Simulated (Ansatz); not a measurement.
Given:

AlN:
```cif
data_Al4N4
_chemical_formula_sum 'Al4 N4'
_space_group_name_H-M_alt 'F-43m'
_space_group_IT_number 216
_space_group_name_Hall 'F -4 2 3'
_cell_length_a 4.36951
_cell_length_b 4.36951
_cell_length_c 4.36951
_cell_angle_alpha 90.000
_cell_angle_beta 90.000
_cell_angle_gamma 90.000
loop_
_atom_site_label
_atom_site_type_symbol
_atom_site_symmetry_multiplicity
_atom_site_Wyckoff_symbol
_atom_site_fract_x
_atom_site_fract_y
_atom_site_fract_z
_atom_site_occupancy
Al1 Al 4 a 0.00000 0.00000 0.00000 1
N1 N 4 d 0.75000 0.75000 0.75000 1
```
(The calculation used a cell of 2 atoms; values per cell refer to that cell.)

This is the r²SCAN-relaxed structure.

Question: All from DFT-r²SCAN in the program Ansatz with PAW potentials, unless another level is named. Estimate the largest static χ(2) component.

Answer: 0.61 pm/V.

Question: Give the electronic dielectric constant ε∞ (DFPT).

Answer: 4.26.

Question: What about the static dielectric constant ε0 (ions relaxed, cell fixed)?

Answer: 8.02.

The cell was relaxed with r²SCAN under the symmetry of its start; phonons on a q-mesh show no instability.

Potentials: the earlier of the program's two PAW sets.
